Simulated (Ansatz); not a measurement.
The elements of this relaxed trial crystal are hidden behind letters.

```
lattice vectors (Å)
   4.5420    0.0000    0.0000
   0.0000    4.5420    0.0000
   0.0000    0.0000    5.4150
fractional positions
X 0.0000 0.0000 0.0000
X 0.5000 0.5000 0.0000
Z 0.0000 0.5000 0.5000
Z 0.5000 0.0000 0.5000
Q 0.5000 0.5000 0.5000
```

These are results of DFT PBE, scalar-relativistic, plane waves, PAW in Ansatz 0.2.0, not measurements. Plane waves to 420 eV, an 8×8×8 mesh through Γ for the 5-atom cell and 0.10 eV Gaussian smearing; no spin polarisation.

```
Space group                              : P4/mmm (No. 123)
Conventional cell                        : a = 4.542 Å, c = 5.415 Å
Volume per atom                          : 22.34 Å³
Density                                  : 9.67 g/cm³
Energy over the elements                 : −0.83 eV/atom
Gap on the 8×8×8 mesh of the 5-atom cell : 0 eV (a metal)
```

Energies are uncorrected and count from the elements' standard states at the same level.

Question: X is a lanthanide, Z is a d-block element of period 6 and Q is a p-block element of period 2. Which elements are they?

Answer: X = La, Z = Hf, Q = O, so the formula is La2Hf2O. Density times volume gives a mean mass of 9.67 × 22.34/1.6605 = 130.1 u per atom, and this set has 130.2 u. Around La on its first site lie 4 La at 3.21 Å, 8 Hf at 3.53 Å, 8 O at 4.20 Å and 4 La at 4.54 Å; around Hf lie 2 O at 2.27 Å, 4 Hf at 3.21 Å and 8 La at 3.53 Å; O is surrounded by 4 Hf at 2.27 Å and 2 La at 2.71 Å; 1 more site not described. Other sets within the hints have nearly the same mass, so mass alone doesn't settle it; this one was computed.

Spin–orbit coupling, which can matter for Hf, is left out. Symmetry constrained the relaxation, so the result can be a saddle point.
